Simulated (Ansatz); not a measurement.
The start is a relaxed ZnSe cell deformed by the Cartesian strain tensor (xx, yy, zz, yz, xz, xy) = (0.112, -0.103, 0.067, -0.025, -0.057, -0.022). The structure is fully relaxed (lattice and positions, P = 0) with PBEsol (plane waves to 420 eV, PAW, scalar-relativistic; Ansatz, a first-principles code). The first steps use a coarse 7×7×7 k-mesh.

Initial structure:
```
CELL_PARAMETERS angstrom
     -0.22394     2.45631     2.93518
      2.97039    -0.13239     2.84363
      3.07039     2.46476    -0.23239
ATOMIC_POSITIONS crystal
  Se 0.75000 0.75000 0.75000
  Zn 0.00000 0.00000 0.00000
```

```json
{
 "volume_change": "-5.7 %, from 23.69 to 22.35 Å³/atom",
 "relative_to_the_parent": "The parent structure is recovered, F-43m (No. 216)",
 "Shortest distances (start → end)": "The closest pairs of elements (up to four, under 3.6 Å), start → end: Se–Zn 2.34 → 2.44 Å",
 "band_gap_at_the_end": "1.24 eV, direct at Γ (no spin-orbit coupling)",
 "optimiser_moves": "6"
}
```

Final values are on a 10×10×10 k-mesh of the relaxed cell. No spin polarisation in the result.
